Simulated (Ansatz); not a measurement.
Relaxed-ion elastic tensor of V (bcc (W type), Im-3m) in GPa (Voigt order), DFT-r²SCAN in the program Ansatz with PAW potentials; density 6.37 g/cm³, 13.28 Å³ per atom.

```
 278   151   151   0.0   0.0   0.0
 151   278   151   0.0   0.0   0.0
 151   151   278   0.0   0.0   0.0
 0.0   0.0   0.0  15.1   0.0   0.0
 0.0   0.0   0.0   0.0  15.1   0.0
 0.0   0.0   0.0   0.0   0.0  15.1
```

Question: Is the crystal mechanically stable?

Answer: Yes: the smallest eigenvalue of C is 15.1 GPa.

Question: Work out the Voigt, Reuss and Hill averages.

Answer: K_V = 193, K_R = 193, K_H = 193; G_V = 34.4, G_R = 21.7, G_H = 28.0 GPa.

Question: Give Young's modulus, Poisson's ratio, Pugh's ratio and the universal anisotropy index.

Answer: E = 9KG/(3K + G) = 80.2 GPa; ν = 0.43; K/G = 6.90 (ductile by the Pugh limit of 1.75); A_U = 5G_V/G_R + K_V/K_R − 6 = 2.94.

Question: Estimate the sound speeds and the Debye temperature.

Answer: v_l = √((K + 4G/3)/ρ) = 6020 m/s, v_t = √(G/ρ) = 2100 m/s, mean 2380 m/s; Θ = (h/k)(3n/4πV)^(1/3) v_m = 300 K.

Question: Give the Zener ratio and Young's modulus along [100], [110] and [111].

Answer: A = 2C44/(C11 − C12) = 0.24; 1/E = S11 − 2(S11 − S12 − S44/2)Γ with Γ = 0, 1/4, 1/3 gives 171, 54.1, 44.0 GPa.

Symmetry was held in the r²SCAN relaxation. The run is not spin-polarised. As this level gives no gap, shear constants depend on the k-mesh and smearing (Fermi–Dirac, 0.1 eV here). On the denser mesh and wider smearing of the elastic run this cell carries a stress of 0.4 GPa.

Potentials: the earlier of the program's two PAW sets.
